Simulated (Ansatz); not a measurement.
## Computed properties of GaP

GaP:
```
CELL_PARAMETERS angstrom
      3.84207     0.00000     0.00000
     -1.92103     3.32733     0.00000
      0.00000     0.00000     6.33696
ATOMIC_POSITIONS crystal
  Ga 0.66667 0.33333 0.50011
  Ga 0.33333 0.66667 0.00011
  P  0.66667 0.33333 0.87389
  P  0.33333 0.66667 0.37389
```

Space group P6_3mc (No. 186), wurtzite; conventional cell a = 3.8421 Å, b = 3.8421 Å, c = 6.3370 Å, α = 90.00°, β = 90.00°, γ = 120.00°.

Method: r²SCAN (plane waves, PAW; program Ansatz). Structure relaxed to zero pressure with the same functional. Other levels are named where they apply.

### Cell and energy

- Volume per atom: 20.25 Å³
- Density: 4.13 g/cm³
- Formation energy from the elements (no fitted shifts): -50 kJ/mol of atoms

### Electronic structure

Band gap: 1.74 eV (direct)
Valence-band maximum: at Γ
Conduction-band minimum: at Γ
Electron effective mass: 0.13, 0.13, 1.1 mₑ (principal values)
Electron effective mass with spin–orbit coupling: 0.13, 0.13, 1.1 mₑ (principal values)
Hole effective mass, band 1 of 2 at the edge: 0.91 along x, 0.87 along z (mₑ)
Hole effective mass, band 2 of 2 at the edge: 0.12 along x, 0.87 along z (mₑ)
Hole effective mass with spin–orbit coupling: 0.22, 0.22, 0.88 mₑ (principal values)
HSE06 gap on the r²SCAN cell: 2.18 eV
Gap with spin–orbit coupling: 1.71 eV

### Mechanics

- Bulk modulus (Birch–Murnaghan fit) = 87.2 GPa
- Pressure derivative B′ = 4.4

### Charges

* **Bader charges**: Ga +0.92, P -0.92 e

The first step of the workflow began from a Materials Project structure, measured or hypothetical; the Crystallography Open Database copy checked does not list it. It is not the phase usual at ambient conditions (space group No. 216). The cell was relaxed with r²SCAN under the symmetry of its start; its stability against distortions is not shown here. The references are the lowest solids computed at this level, not always the standard phases. Spin–orbit coupling is left out wherever it is not named.

Potentials: the later of the program's two PAW sets.
